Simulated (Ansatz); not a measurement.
Which element?

Cell vectors (Å):

```
 3.4575  0.0000  0.0000
-1.7288  2.9943  0.0000
 0.0000  0.0000  5.7713
```

```tsv
atom	a	b	c
X	0.3333	0.6667	0.2500
X	0.6667	0.3333	0.7500
```

Computed with PBEsol, all-electron LAPW in Ansatz 0.2.0, scalar-relativistic. k mesh 16×16×10, strains of ±0.005, Fermi-Dirac smearing of 0.080 eV.

Elastic constants of a crystal by Kohn-Sham DFT: slopes of the stress over finite engineering strains of the given cell, Voigt indices, Cartesian axes as in the cell vectors.

| index | elastic (GPa) |
| --- | --- |
| 11 | 68.6 |
| 12 | 44.1 |
| 13 | 28.8 |
| 33 | 84.2 |
| 44 | 10.5 |

Problem. All X atoms are one element. Which one was computed?

Solution. Pb; the crystal is Pb (P6_3/mmc, a database entry that needn't be its stable phase).

Known limits: responses of metals move with mesh and smearing; elastic stability says nothing of phonons or of other phases; no spin-orbit coupling on heavy atoms.
